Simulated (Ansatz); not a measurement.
A geometry of Pb away from equilibrium: the start of the relaxation of a generated cell, Pb placed in the AFLOW prototype A_tI4_139_e (as in Si). These are PBE (plane waves to 420 eV, PAW, scalar-relativistic; Ansatz, a program for electronic structure) values and carry that method's errors. Γ-centred k-mesh 11×11×11 on the run's cell (coarser than for final values), Fermi–Dirac smearing 0.05 eV.

```xyz
2
Lattice="-2.0601 2.0601 4.0010 2.0601 -2.0601 4.0010 2.0601 2.0601 -4.0010" Properties=species:S:1:pos:R:3 pbc="T T T"
Pb     0.0000     0.0000     6.5537
Pb     0.0000     0.0000     1.4484
```

Give the Cartesian forces on all atoms (eV/Å).


| atom | Fx | Fy | Fz |
|---|---|---|---|
| Pb1 | 0.00 | 0.00 | -0.44 |
| Pb2 | 0.00 | 0.00 | 0.44 |

What is the pressure?

+5.0 GPa, compression positive.

How much energy per atom can still be gained by relaxing?

0.22 eV/atom; the path ends in I4/mmm (No. 139).

No spin polarisation in the result.

The run could not lower the symmetry of its start; a shaken copy of this end point relaxes with PBE to Fm-3m (No. 225), 0.10 eV/atom lower.

The end of the path is a generated cell of Pb: the first start was made by placing the elements on the sites of a structure type, and the end was not matched to a known phase here, so it may be hypothetical. Known forms of Pb include space group No. 225.
